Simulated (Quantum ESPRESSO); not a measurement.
## Band energies of SiO2

```
CELL_PARAMETERS angstrom
      3.97557     2.29530     2.61654
     -3.97557     2.29530     2.61654
      0.00000    -4.59059     2.61654
ATOMIC_POSITIONS crystal
  O  0.30949 0.69051 0.50000
  O  0.50000 0.30949 0.69051
  O  0.69051 0.50000 0.30949
  O  0.00000 0.33352 0.66648
  O  0.66648 0.00000 0.33352
  O  0.33352 0.66649 0.00000
  Si 0.71567 0.28433 0.50000
  Si 0.50000 0.71567 0.28433
  Si 0.28433 0.50000 0.71567
```

PBEsol (Quantum ESPRESSO, PseudoDojo norm-conserving, 84 Ry, without SOC); path ΓPZQΓFP1Q1LZ; energies in eV from the valence-band maximum.

| k (1/Å) | point | band 20 | band 21 | band 22 | band 23 | band 24 | band 25 | band 26 | band 27 |
|---|---|---|---|---|---|---|---|---|---|
| 0.00 | Γ | -0.81 | -0.81 | -0.35 | -0.35 | -0.01 | 5.76 | 9.27 | 9.33 |
| 0.19 |  | -0.83 | -0.81 | -0.45 | -0.32 | -0.06 | 5.99 | 9.08 | 9.30 |
| 0.38 |  | -0.87 | -0.84 | -0.58 | -0.36 | -0.19 | 6.61 | 8.93 | 9.34 |
| 0.76 |  | -0.97 | -0.94 | -0.84 | -0.68 | -0.48 | 8.28 | 9.02 | 9.32 |
| 0.95 | P | -0.99 | -0.96 | -0.91 | -0.90 | -0.60 | 8.81 | 9.03 | 9.26 |
| 0.95 | Z | -1.01 | -0.97 | -0.97 | -0.77 | -0.77 | 8.85 | 9.22 | 9.42 |
| 1.16 |  | -1.04 | -0.97 | -0.93 | -0.64 | -0.59 | 8.60 | 8.86 | 9.20 |
| 1.37 |  | -1.05 | -0.96 | -0.85 | -0.48 | -0.29 | 8.22 | 8.56 | 8.89 |
| 1.58 |  | -1.04 | -0.96 | -0.79 | -0.47 | -0.13 | 8.11 | 8.50 | 8.74 |
| 2.00 | Q | -0.97 | -0.97 | -0.93 | -0.72 | -0.39 | 8.73 | 8.76 | 9.15 |
| 2.18 |  | -1.07 | -0.95 | -0.78 | -0.69 | -0.14 | 8.36 | 8.68 | 8.75 |
| 2.55 |  | -0.96 | -0.77 | -0.76 | -0.32 | -0.01 | 6.58 | 8.91 | 9.04 |
| 2.74 |  | -0.87 | -0.78 | -0.58 | -0.14 | -0.10 | 5.98 | 9.11 | 9.19 |
| 2.92 | Γ | -0.81 | -0.81 | -0.35 | -0.35 | -0.01 | 5.76 | 9.27 | 9.33 |
| 3.31 |  | -0.88 | -0.85 | -0.54 | -0.43 | -0.12 | 6.66 | 8.89 | 9.07 |
| 3.51 |  | -0.97 | -0.91 | -0.72 | -0.45 | -0.15 | 7.49 | 8.81 | 8.89 |
| 3.71 | F | -1.01 | -0.96 | -0.80 | -0.45 | -0.16 | 8.04 | 8.62 | 8.93 |
| 3.88 |  | -1.01 | -0.97 | -0.84 | -0.49 | -0.26 | 8.17 | 8.73 | 9.01 |
| 4.06 |  | -0.99 | -0.97 | -0.92 | -0.64 | -0.45 | 8.49 | 8.91 | 9.18 |
| 4.23 | P1 | -0.99 | -0.96 | -0.91 | -0.90 | -0.60 | 8.81 | 9.03 | 9.26 |
| 4.23 | Q1 | -0.97 | -0.97 | -0.93 | -0.72 | -0.39 | 8.73 | 8.76 | 9.15 |
| 4.37 |  | -1.00 | -0.98 | -0.82 | -0.67 | -0.23 | 8.46 | 8.76 | 8.84 |
| 4.51 |  | -1.03 | -0.96 | -0.67 | -0.66 | -0.11 | 8.13 | 8.34 | 8.90 |
| 4.79 |  | -1.06 | -0.88 | -0.74 | -0.34 | -0.04 | 7.45 | 7.95 | 8.85 |
| 4.93 | L | -1.06 | -0.84 | -0.78 | -0.28 | -0.05 | 7.35 | 7.91 | 8.84 |
| 5.06 |  | -1.05 | -0.84 | -0.79 | -0.31 | -0.09 | 7.44 | 7.95 | 8.92 |
| 5.32 |  | -1.02 | -0.88 | -0.87 | -0.49 | -0.34 | 8.07 | 8.25 | 9.42 |
| 5.45 |  | -1.01 | -0.92 | -0.92 | -0.61 | -0.52 | 8.49 | 8.51 | 9.43 |
| 5.72 | Z | -1.01 | -0.97 | -0.97 | -0.77 | -0.77 | 8.85 | 9.22 | 9.42 |

The PBEsol gap is 5.76 eV and nearly direct: the edges lie at 40 % of the way from Q to Γ and Γ, the smallest direct gap within 0.02 eV of it. Another valence extremum on the path lies within 0.02 eV, too close to call.

Geometry of the Materials Project entry, not relaxed at this level.

This is not the ordinary phase of the substance; no match was found in the copy of COD used, and its stability was not checked.
